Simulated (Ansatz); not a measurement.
Q: Each is relaxed and computed with DFT-r²SCAN in the program Ansatz with PAW potentials. Which is the only one with a gap?
(A) YC2, MoSi2 or CaC2 type
(B) YGe2, P4/mmm (Ge on 2f, Y on 1b)
(C) YB6, Pm-3m (Y on 1a, B on 6f)
(D) Rb2YAgF6, Fm-3m (Rb on 8c, Y on 4b, Ag on 4a, F on 24e)

A: D, Rb2YAgF6, Fm-3m (Rb on 8c, Y on 4b, Ag on 4a, F on 24e). Rb2YAgF6: gap 3.33 eV (indirect); YGe2: metal; YB6: metal; YC2: metal. Constructed cells (a structure type filled with these elements, in neither database checked): YGe2, P4/mmm (Ge on 2f, Y on 1b). Standing as an ambient phase not checked: Rb2YAgF6, Fm-3m (Rb on 8c, Y on 4b, Ag on 4a, F on 24e); YB6, Pm-3m (Y on 1a, B on 6f); YC2, MoSi2 or CaC2 type. All cells were relaxed under the symmetry of their starts (and spin orders); stability against distortions was not tested throughout. Rows with no word on spin ran without spin polarisation. Scalar-relativistic: spin–orbit coupling is off unless named, which matters more the heavier the elements.

Potentials: the later of the program's two PAW sets.
